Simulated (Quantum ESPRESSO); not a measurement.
W5HfAlSc, one composition in several site orders

Computed values, not a measurement. The program is pw.x of Quantum ESPRESSO 7.5 (plane-wave density functional theory). The cell is made up: eight metal atoms on a face-centred cubic lattice, with elements, volume, strain and displacements drawn at random and not relaxed, so it may be unstable or far from any real phase. PseudoDojo standard norm-conserving files set the functional (PBE unless stated); there is no spin polarisation or spin-orbit coupling, the Fermi-Dirac width of 0.25 eV means electrons at about 2900 K, and the masses in the input are unused placeholders. Heavy elements are run without spin-orbit coupling, which real alloys of them have. A spin test at this wide smearing found no moment, but such smearing suppresses magnetism that the real alloy may have.

The runs put one composition on the sites in different orders. Cell, positions, cutoff, mesh and smearing stay as in the input of run 1; sites are counted in its order. Stress in the tables is positive in tension.

Input of run 1:

```
&control calculation='scf', pseudo_dir='./dojo.nc.sr.pbe.v0_5.standard.upf', outdir='./o', disk_io='minimal', tprnfor=.true., tstress=.true. /
&system ibrav=0, nat=8, ntyp=4, nbnd=65, ecutwfc=77.98206166, nosym=.true., tot_charge=0,
 occupations='smearing', smearing='fd', degauss=0.0183746611
/
&electrons conv_thr=1.470e-08, electron_maxstep=70, mixing_beta=0.5 /
ATOMIC_SPECIES
Al 1.0 Al.upf
Hf 1.0 Hf.upf
Sc 1.0 Sc.upf
W 1.0 W.upf
CELL_PARAMETERS angstrom
-0.0015 0.0182 -4.0859
3.9804 0.0242 0.0015
-0.0484 -7.9559 0.0364
ATOMIC_POSITIONS angstrom
W 0.1485 -0.0588 0.0721
W -0.0086 -3.8219 -0.0813
Hf 1.959 -1.8654 0.1221
W 1.9488 -5.9914 0.2546
Al -0.1052 -1.8688 -1.9681
W 0.0564 -5.9754 -1.9716
Sc 2.0146 -0.1054 -2.1644
W 1.8009 -4.0033 -2.0935
K_POINTS automatic
6 6 3 1 1 1
```

| run | elements on sites 1 to 8 | free energy less that of run 1 (eV) | -TS (eV) | pressure (GPa) | stress xx (GPa) | stress yy (GPa) | stress zz (GPa) | stress yz (GPa) | stress xz (GPa) | stress xy (GPa) | iterations |
| --- | --- | --- | --- | --- | --- | --- | --- | --- | --- | --- | --- |
| 1 | W W Hf W Al W Sc W | 0.000 | -1.584 | 17.79 | -16.05 | -19.89 | -17.45 | -0.38 | 0.03 | 4.67 | 17 |
| 2 | W W Al W W Sc Hf W | 0.086 | -1.552 | 20.17 | -20.95 | -20.51 | -19.03 | -1.25 | 0.38 | 3.79 | 18 |
| 3 | Hf W W Al W W W Sc | 0.119 | -1.621 | 23.44 | -26.05 | -18.59 | -25.69 | -1.71 | -1.05 | -1.35 | 17 |
| 4 | W W W W Hf Al Sc W | 0.551 | -1.497 | 20.74 | -17.46 | -20.07 | -24.70 | 0.15 | -0.02 | 0.38 | 18 |
| 5 | Sc W W Al Hf W W W | 0.234 | -1.470 | 21.39 | -20.00 | -20.36 | -23.79 | -0.63 | 0.38 | 0.71 | 17 |
| 6 | Hf W W W W W Sc Al | 1.077 | -1.518 | 20.80 | -19.20 | -22.80 | -20.40 | -1.38 | -0.58 | 1.44 | 16 |

Forces Fx Fy Fz (eV/Å):

```
site             run 1              run 2             run 3              run 4             run 5             run 6
   1  -2.34 1.69 -1.21  -1.82 -0.20 -1.54  -2.05 2.46 -2.08   -1.00 2.44 -0.94  -1.53 2.52 -1.33  -2.36 1.82 -1.64
   2  -0.45 -1.33 0.73   -0.67 -0.08 0.78  -1.41 -0.63 0.80   -0.32 -2.44 0.86  -0.55 -2.51 0.89  -0.92 -0.21 0.99
   3  0.81 -2.92 -2.20   0.45 -2.68 -1.73  0.53 -3.25 -2.14  -0.32 -2.19 -2.20  0.24 -2.23 -1.66  0.92 -5.06 -1.99
   4   0.89 0.72 -2.62    0.86 1.02 -3.14   0.89 0.54 -2.14    0.53 1.11 -2.59   0.87 0.79 -1.92   0.78 2.40 -2.13
   5  1.08 -1.84 -0.03   1.24 -2.54 -0.30   0.20 -1.99 0.31    0.54 -1.89 0.19  0.74 -2.26 -0.01   0.70 -4.22 0.07
   6   -1.44 0.28 0.92    -1.67 0.15 1.30  -1.25 -0.25 0.52    -1.20 0.16 0.68   -1.01 0.92 0.34   -1.05 1.75 0.39
   7    0.40 2.16 3.39     0.35 1.69 3.87    1.20 2.39 3.65     0.48 3.69 3.26    0.25 3.34 2.63    0.61 2.49 3.59
   8    1.06 1.24 1.02     1.27 2.64 0.77    1.89 0.72 1.08    1.28 -0.88 0.74   0.99 -0.57 1.06    1.31 1.03 0.71
```

The sites are displaced and not relaxed, so the energy differences mix bonding between neighbours with strain and are not ordering energies. A rerun of one cell of this series at a higher cutoff and on a denser mesh moved values by no more than 0.004 eV in energy, 0.07 GPa in stress and 0.007 eV/Å in force, and a second program with other atomic files agreed on that cell to 2 % rms in force and 0.5 GPa in pressure.